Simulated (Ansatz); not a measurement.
## Property card for W

W:
```
W
1.0
    0.00000     2.91510     2.91510
    2.91510     0.00000     2.91510
    2.91510     2.91510     0.00000
W
2
Cartesian
  1.45755   1.45755   1.45755
  0.00000   0.00000   0.00000
```

Space group Fd-3m (No. 227), diamond; conventional cell a = 5.8302 Å, b = 5.8302 Å, c = 5.8302 Å, α = 90.00°, β = 90.00°, γ = 90.00°.

Method: PBE in the plane-wave PAW code Ansatz. Structure relaxed to zero pressure with the same functional. Other levels are named where they apply.

Cell and energy:

- Volume per atom = 24.77 Å³
- Density = 12.32 g/cm³

Electronic structure:

* **Electronic character**: metallic (no gap)
* **Density of states at the Fermi level**: 1.6 states/eV per atom (mean over ±0.08 eV)
* **Gap with spin–orbit coupling**: none (metallic)

Mechanics:

- Bulk modulus (Birch–Murnaghan fit): 120 GPa
- Pressure derivative B′: 3.7
- Elastic constants (relaxed ions, GPa): C11 = 107, C12 = 127, C44 = -78.8
- Mechanical stability: unstable (C has a negative eigenvalue)

Phonons:

- Highest zone-centre frequency: 19.0 meV
- Zone-centre stability: no imaginary mode at Γ

The cell is a constructed one: a structure type filled with these elements; neither database checked (COD, Materials Project) lists it. It is not the phase usual at ambient conditions (space group No. 229). The PBE relaxation kept the symmetry of its start. The run is not spin-polarised. As this level gives no gap, shear constants depend on the k-mesh and smearing (Fermi–Dirac, 0.1 eV here). As this level gives no gap, phonon frequencies hold no LO–TO term and depend on the k-mesh and smearing (Fermi–Dirac, 0.1 eV here). Spin–orbit coupling is left out wherever it is not named.

Potentials: the later of the program's two PAW sets.
